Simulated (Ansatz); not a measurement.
HfS2:
```cif
data_HfS2
_chemical_formula_sum 'Hf1 S2'
_space_group_name_H-M_alt 'P-3m1'
_space_group_IT_number 164
_space_group_name_Hall '-P 3 2"'
_cell_length_a 3.55666
_cell_length_b 3.55666
_cell_length_c 5.68034
_cell_angle_alpha 90.000
_cell_angle_beta 90.000
_cell_angle_gamma 120.000
loop_
_atom_site_label
_atom_site_type_symbol
_atom_site_symmetry_multiplicity
_atom_site_Wyckoff_symbol
_atom_site_fract_x
_atom_site_fract_y
_atom_site_fract_z
_atom_site_occupancy
Hf1 Hf 1 a 0.00000 0.00000 0.00000 1
S1 S 2 d 0.33333 0.66667 0.25451 1
```

Relaxed with LDA.

Question: Give the optical modes at the zone centre with their infrared and Raman activity from DFPT, the program Ansatz at the LDA level (PAW).

Answer: Transverse frequencies, without the LO–TO term; a row sums one degenerate level.

| ω (cm⁻¹) | degeneracy | IR ((D/Å)²/amu) | Raman (Å⁴/amu) | activity | symmetry |
|---|---|---|---|---|---|
| 152 | 2 | 46.83 | 0 | IR | Eu |
| 263 | 2 | 0.00 | 160 | Raman | Eg |
| 306 | 1 | 2.21 | 0 | IR | A2u |
| 333 | 1 | 0.00 | 2200 | Raman | A1g |

Question: How high does the top mode go among those that the LO–TO term moves?

Answer: 298 cm⁻¹ for q along x, 298 cm⁻¹ for q along y, 324 cm⁻¹ for q along z.

The LDA relaxation kept the symmetry of its start; phonons on a q-mesh show no instability. No spin polarisation was allowed. A crystal of weakly bound layers computed without a dispersion correction: the cell and the soft elastic constants depend strongly on that. Scalar-relativistic: spin–orbit coupling is off unless named, which matters more the heavier the elements.

Potentials: the later of the program's two PAW sets.
